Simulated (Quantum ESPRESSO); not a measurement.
## Kohn-Sham bands of ZnCu2GeS4 (I-42m)

```yaml
crystal:
  lattice:
    - [5.26859, 0.00000, 0.00000]
    - [0.00000, 5.26859, 0.00000]
    - [-2.63429, -2.63429, 5.29582]
  atoms:
    - { symbol: Zn, position: [0.00000, 0.00000, 0.00000] }
    - { symbol: Cu, position: [0.75000, 0.25000, 0.50000] }
    - { symbol: Cu, position: [0.25000, 0.75000, 0.50000] }
    - { symbol: Ge, position: [0.50000, 0.50000, 0.00000] }
    - { symbol: S, position: [0.87012, 0.87012, 0.25470] }
    - { symbol: S, position: [0.61542, 0.12988, 0.74530] }
    - { symbol: S, position: [0.38458, 0.38458, 0.25470] }
    - { symbol: S, position: [0.12988, 0.61542, 0.74530] }
```

Cell from Materials Project (mp-6408), symmetrised, no further relaxation. Not found in the COD (Crystallography Open Database) copy used; not checked further. Level: PBEsol, no spin polarisation, no spin-orbit coupling; pw.x of Quantum ESPRESSO at 74 Ry with PseudoDojo potentials, 4×4×4 k-points, Wannier90. Density: 8×8×8 mesh, Gaussian smearing 0.01 Ry. A non-magnetic state is assumed, with no Hubbard U; filled 3d bands tend to lie too high at this level. Spin-orbit coupling, left out, would split the p-like bands by a few tenths of an eV.

List the Kohn-Sham levels between −8 and 3.4 eV relative to the valence-band maximum at the high-symmetry points, as a band run of pw.x on that density gives them (levels within 2 meV counted together).


| point | k (reciprocal lattice) | levels (eV) |
|---|---|---|
| Γ | 0.000 0.000 0.000 | -7.35, -7.29 (×2), -7.22, -7.15, -6.12, -5.77, -5.27, -5.06 (×2), -4.47, -4.01 (×2), -3.73, -3.26 (×2), -2.26, -2.16, -2.12 (×2), -1.99, -1.88, -1.81, -0.33, 0.00 (×2), 0.41, 1.86, 3.17 |
| X | 0.500 -0.500 0.000 | -7.39, -7.33, -7.33, -7.21, -7.15, -6.75, -6.60, -5.42, -5.06, -4.41, -4.08, -3.90, -3.80, -3.46, -3.38, -3.26, -2.14, -2.12, -1.96, -1.87, -1.72, -1.50, -1.45, -0.59, -0.53, -0.34, 0.67, 2.31, 2.78 |
| P | 0.500 -0.500 0.250 | -7.37 (×2), -7.26, -7.26, -7.15, -6.83, -6.20 (×2), -4.36 (×2), -4.13, -3.90, -3.80, -3.68, -3.33 (×2), -2.14 (×2), -1.83 (×2), -1.77, -1.68, -1.13 (×2), -0.51, -0.37, 0.98, 2.12 |
| N | 0.000 -0.500 0.500 | -7.39, -7.33, -7.27, -7.18, -7.14, -5.78, -5.77, -5.44, -5.09, -4.92, -4.82, -4.09, -3.89, -3.72, -3.70, -3.38, -2.32, -2.23, -2.13, -2.07, -1.53, -1.45, -1.31, -1.20, -0.87, -0.82, 1.89, 3.14, 3.40 |
| M | 0.000 0.000 0.500 | -7.43, -7.31 (×2), -7.29, -7.14, -5.77, -5.60, -5.22, -4.89 (×2), -4.04 (×2), -3.95, -3.91, -2.88 (×2), -2.62, -2.16, -1.99, -1.93, -1.92 (×2), -1.53, -1.40, -0.77 (×2), 1.45, 1.96 (×2), 2.06, 2.80 |
| S | 0.000 -0.376 0.688 | -7.41, -7.30, -7.27, -7.21, -7.12, -5.85, -5.74, -5.27, -5.13, -4.90, -4.41, -4.37, -4.00, -3.77, -3.35, -3.35, -2.37, -2.16, -2.13, -2.05, -1.63, -1.54, -1.39, -1.34, -1.04, -0.50, 1.70, 2.47, 3.29 |
| S_0 | 0.000 -0.624 0.312 | -7.41, -7.30, -7.27, -7.21, -7.12, -5.85, -5.74, -5.27, -5.13, -4.90, -4.41, -4.37, -4.00, -3.77, -3.35, -3.35, -2.37, -2.16, -2.13, -2.05, -1.63, -1.54, -1.39, -1.34, -1.04, -0.50, 1.70, 2.47, 3.29 |
| R | 0.376 -0.624 0.124 | -7.39, -7.36, -7.27, -7.21, -7.16, -6.60, -6.40, -5.38, -5.06, -4.43, -4.16, -3.95, -3.85, -3.69, -3.38, -3.20, -2.22, -2.13, -2.02, -1.96, -1.80, -1.57, -1.29, -0.77, -0.77, -0.43, 0.97, 2.82, 2.94 |
| G | 0.376 -0.376 0.500 | -7.39, -7.36, -7.27, -7.21, -7.16, -6.60, -6.40, -5.38, -5.06, -4.43, -4.16, -3.95, -3.85, -3.69, -3.38, -3.20, -2.22, -2.13, -2.02, -1.96, -1.80, -1.57, -1.29, -0.77, -0.77, -0.43, 0.97, 2.82, 2.94 |
